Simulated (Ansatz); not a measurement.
Consider a crystal of LiMgB4 in space group P6/mmm (No. 191), with Li on 1b; Mg on 1a; B on 4h. Recipe of this trial structure of LiMgB4: Li between sheets of the MB2-sandwich type, stage 1 (host MgB4; sites filled 1 of 1). A sheet's type names the database crystal that the layer was cut from.

The calculation used DFT PBE, scalar-relativistic, plane waves, PAW (Ansatz). Cutoff 420 eV, Γ-centred mesh, Gaussian smearing, no spin polarisation.

Energies over the elements count from the elements' standard structures at the same level, with no fitted energy shifts.

Problem. Which cell and coordinates does it relax to?

Solution.

Space group P6/mmm (No. 191). a = 3.025 Å, b = 3.025 Å, c = 7.048 Å, α = 90.00°, β = 90.00°, γ = 120.00°
```csv
atom,site,symmetry,x,y,z
Li,1b,6/mmm,0.0000,0.0000,0.5000
Mg,1a,6/mmm,0.0000,0.0000,0.0000
B,4h,3m.,0.3333,0.6667,0.7479
```

Around Li lie 12 B at 2.47 Å; Mg is surrounded by 12 B at 2.49 Å; around B lie 3 B at 1.75 Å, 3 Li at 2.47 Å and 3 Mg at 2.49 Å. Another local minimum with the same sites may exist.

Problem. And its energy and gap?

Solution. The formation energy is −0.07 eV/atom and the gap on the 15×15×6 mesh of the 6-atom cell is 0 eV (a metal). It lies below the elements, which doesn't yet make it stable against other compounds or structures.

The last run used Gaussian smearing of 0.10 eV. The cell is a metal run without spin; a magnetic state may lie lower. A structure relaxed within its symmetry needn't be a true minimum.
